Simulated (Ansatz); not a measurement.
KPH2O4 in space group Fdd2 (No. 43; Pearson symbol oF64), DFT-PBEsol in the program Ansatz with PAW potentials. The conduction-band minimum lies at Γ, with 1 equivalent valley. Second derivatives d²E/dk² of the lowest band at one valley (eV·Å²), along Cartesian directions:

```json
[
 {"direction": "[100]", "d²E/dk²": "15.18"},
 {"direction": "[010]", "d²E/dk²": "15.26"},
 {"direction": "[001]", "d²E/dk²": "14.00"},
 {"direction": "[110]", "d²E/dk²": "15.22"},
 {"direction": "[101]", "d²E/dk²": "14.59"},
 {"direction": "[011]", "d²E/dk²": "14.63"}
]
```

Problem. Find the principal effective masses, the density-of-states mass and the conductivity mass.

Solution. Off-diagonal terms follow from H_xy = H[110] − (H_xx + H_yy)/2, and m*/mₑ = 7.620 eV·Å² over each eigenvalue: 0.50, 0.50, 0.54. One valley's DOS mass (m₁m₂m₃)^(1/3) = 0.51, conductivity mass 3/(Σ 1/mᵢ) = 0.51 mₑ.

Problem. What effective density of states Nc follows at 300 K for parabolic valleys?

Solution. Nc = 2.509e19 × 1 × (0.51)^(3/2) ≈ 9.1e18 cm⁻³.

Problem. With the computed static dielectric constant 8.98 (mean of the diagonal), estimate a hydrogenic donor's binding energy and radius.

Solution. E = 13.606 eV × 0.51/8.98² ≈ 86 meV; a = 0.529 Å × ε/m* ≈ 9.3 Å. Semilocal masses tend to be too small when the gap is underestimated.

The first step of the workflow began from a Materials Project structure, measured or hypothetical; the Crystallography Open Database files this formula in space group No. 43, but the cells were not matched. Whether it is the stable phase at ambient conditions was not checked. The PBEsol relaxation kept the symmetry of its start; its stability against distortions is not shown here.

Potentials: the earlier of the program's two PAW sets. The files were generated under PBE; for other functionals the program regenerates the frozen cores, and for LDA and PBEsol the local potential too.
